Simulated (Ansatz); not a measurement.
The calculation used DFT PBE, scalar-relativistic, plane waves, PAW in Ansatz. Several structures of MgGe₂N₃ from a search were relaxed, and the powder pattern of one of them was computed from 10° to 70° in 2θ (λ = 1.5406 Å).

Cu Kα1 powder pattern (kinematic, no thermal factors).
2θ (°) (relative intensity): 18.15 (11), 18.31 (21), 24.21 (35), 31.61 (24), 31.90 (48), 32.09 (64), 35.56 (51), 35.83 (100), 36.77 (1), 37.11 (3), 37.12 (3), 37.20 (5), 40.28 (7), 45.66 (12), 45.88 (23), 49.18 (3), 49.59 (1), 49.86 (3), 52.34 (5), 52.54 (3), 52.66 (4), 56.47 (33), 57.03 (16), 59.48 (20), 59.66 (38), 59.94 (3), 62.79 (3), 66.00 (3), 66.45 (29), 66.68 (5), 66.96 (14), 67.12 (5), 68.37 (8), 69.04 (16), 69.53 (1)

Task: Which structure gives it?
A.

```cif
data_structure
_symmetry_space_group_name_H-M 'Cmc2_1'
_symmetry_Int_Tables_number 36
_cell_length_a 9.6812
_cell_length_b 5.6573
_cell_length_c 5.5739
_cell_angle_alpha 90.000
_cell_angle_beta 90.000
_cell_angle_gamma 90.000
_cell_volume 305.28
loop_
_atom_site_label
_atom_site_type_symbol
_atom_site_symmetry_multiplicity
_atom_site_Wyckoff_symbol
_atom_site_fract_x
_atom_site_fract_y
_atom_site_fract_z
_atom_site_occupancy
Mg1 Mg 4 a 0.50000 0.16646 0.00498 1
Ge1 Ge 8 b 0.66596 0.33367 0.49947 1
N1 N 4 a 0.50000 0.18698 0.38697 1
N2 N 8 b 0.17789 0.84563 0.86705 1
```

B.

```cif
data_structure
_symmetry_space_group_name_H-M 'P3m1'
_symmetry_Int_Tables_number 156
_cell_length_a 3.3577
_cell_length_b 3.3577
_cell_length_c 7.8767
_cell_angle_alpha 90.000
_cell_angle_beta 90.000
_cell_angle_gamma 120.000
_cell_volume 76.91
loop_
_atom_site_label
_atom_site_type_symbol
_atom_site_symmetry_multiplicity
_atom_site_Wyckoff_symbol
_atom_site_fract_x
_atom_site_fract_y
_atom_site_fract_z
_atom_site_occupancy
Mg1 Mg 1 a 0.00000 0.00000 0.98908 1
Ge1 Ge 1 c 0.66667 0.33333 0.67530 1
Ge2 Ge 1 b 0.33333 0.66667 0.33191 1
N1 N 1 b 0.33333 0.66667 0.58372 1
N2 N 1 a 0.00000 0.00000 0.26815 1
N3 N 1 c 0.66667 0.33333 0.90184 1
```

C.

```cif
data_structure
_symmetry_space_group_name_H-M 'P-3m1'
_symmetry_Int_Tables_number 164
_cell_length_a 3.0630
_cell_length_b 3.0630
_cell_length_c 7.5817
_cell_angle_alpha 90.000
_cell_angle_beta 90.000
_cell_angle_gamma 120.000
_cell_volume 61.60
loop_
_atom_site_label
_atom_site_type_symbol
_atom_site_symmetry_multiplicity
_atom_site_Wyckoff_symbol
_atom_site_fract_x
_atom_site_fract_y
_atom_site_fract_z
_atom_site_occupancy
Mg1 Mg 1 a 0.00000 0.00000 0.00000 1
Ge1 Ge 2 d 0.33333 0.66667 0.32771 1
N1 N 2 d 0.66667 0.33333 0.18217 1
N2 N 1 b 0.00000 0.00000 0.50000 1
```

D.

```cif
data_structure
_symmetry_space_group_name_H-M 'P1'
_symmetry_Int_Tables_number 1
_cell_length_a 5.3671
_cell_length_b 5.6478
_cell_length_c 5.7459
_cell_angle_alpha 118.265
_cell_angle_beta 90.304
_cell_angle_gamma 90.104
_cell_volume 153.40
loop_
_atom_site_label
_atom_site_type_symbol
_atom_site_symmetry_multiplicity
_atom_site_Wyckoff_symbol
_atom_site_fract_x
_atom_site_fract_y
_atom_site_fract_z
_atom_site_occupancy
Mg1 Mg 1 a 0.99615 0.33246 0.34116 1
Mg2 Mg 1 a 0.49404 0.65428 0.66040 1
Ge1 Ge 1 a 0.50518 0.99520 0.31785 1
Ge2 Ge 1 a 0.93878 0.00482 0.67137 1
Ge3 Ge 1 a 0.50155 0.34042 0.00754 1
Ge4 Ge 1 a 0.97773 0.66505 0.99855 1
N1 N 1 a 0.38280 0.29783 0.29777 1
N2 N 1 a 0.84743 0.97141 0.27306 1
N3 N 1 a 0.53171 0.03041 0.66514 1
N4 N 1 a 0.88570 0.65059 0.68476 1
N5 N 1 a 0.84287 0.39219 0.05078 1
N6 N 1 a 0.34606 0.66535 0.03162 1
```

Result: A. Its strongest line, at 2θ = 35.83°, has d = λ/(2 sin θ) = 2.504 Å and is the (3 1 1) reflection of the conventional Cmc2_1 cell with a = 9.681 Å, b = 5.657 Å, c = 5.574 Å. The others have their strongest lines at 32.8° (P3m1); 33.4° (P1); 41.5° (P-3m1). In energy it lies 78 meV/atom above the lowest of those shown.

These are computed cells and needn't be stable.
